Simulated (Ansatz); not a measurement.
# BaSn$_{5}$: a vibration from a frozen displacement

Theory: DFT PBEsol, scalar-relativistic, plane waves, PAW (Ansatz). Cutoff 420 eV, Γ-centred 12×12×8 k-points, Gaussian smearing of 0.15 eV. Spin–orbit coupling is left out, which matters for the heavy elements here. No spin polarisation. Energies are free energies at this smearing, counted from the undisturbed cell; pressure is positive in compression.

Reference structure (relaxed at this level; it needn't be the usual structure):

```xyz
6
Lattice="5.3343 0.0000 0.0000 -2.6671 4.6196 0.0000 0.0000 0.0000 7.0571" Properties=species:S:1:pos:R:3 pbc="T T T"
Ba    0.0000    0.0000    3.5285
Sn    2.6671    1.5399    5.5719
Sn    0.0000    0.0000    0.0000
Sn    2.6671    1.5399    1.4852
Sn    0.0000    3.0798    1.4852
Sn    0.0000    3.0798    5.5719
```

Every Ba atom is moved by x along the Cartesian unit vector (-0.500, -0.866, 0.000); the cell and all other atoms stay fixed. The cell's volume is 173.90 Å³; the moved atoms weigh 137.327 u together and the others 593.550 u.

```
  x (Å)  ΔE (meV/cell) total force on the moved atoms along the move (eV/Å) pressure (GPa)
-0.1000          10.25                                                0.2059          0.0291
-0.0500           2.56                                                0.1023          0.0068
 0.0000           0.00                                                0.0000         -0.0006
 0.0750           5.76                                               -0.1539          0.0161
```

**Question.** What frequency belongs to this motion?

**Answer.** The force constant is k = −dF/dx = 2.049 eV/Å², from the parabola through x = -0.0500, 0 and 0.0750. In every cell the moved atoms swing against the rest, so the mass is μ = m₁m₂/(m₁ + m₂) = 111.524 u, and ν̃ = 521.5 cm⁻¹ × √(|k|/μ) = 71 cm⁻¹. The pattern needn't be a normal mode: ν̃² is then a weighted mean of the squared nonzero frequencies at the zone centre of this cell, so it lies between the lowest and the highest of them.

**Question.** How far does the harmonic law reach?

**Answer.** At x = -0.100 Å, kx²/2 = 10.24 meV against the computed 10.25 meV (+0.1 %): the well is still close to harmonic there.

In a metal these slopes depend on the k mesh and the smearing.

Cost: 4 runs of about 13 core-minutes in all, on Arm Neoverse V1 (shared hosts).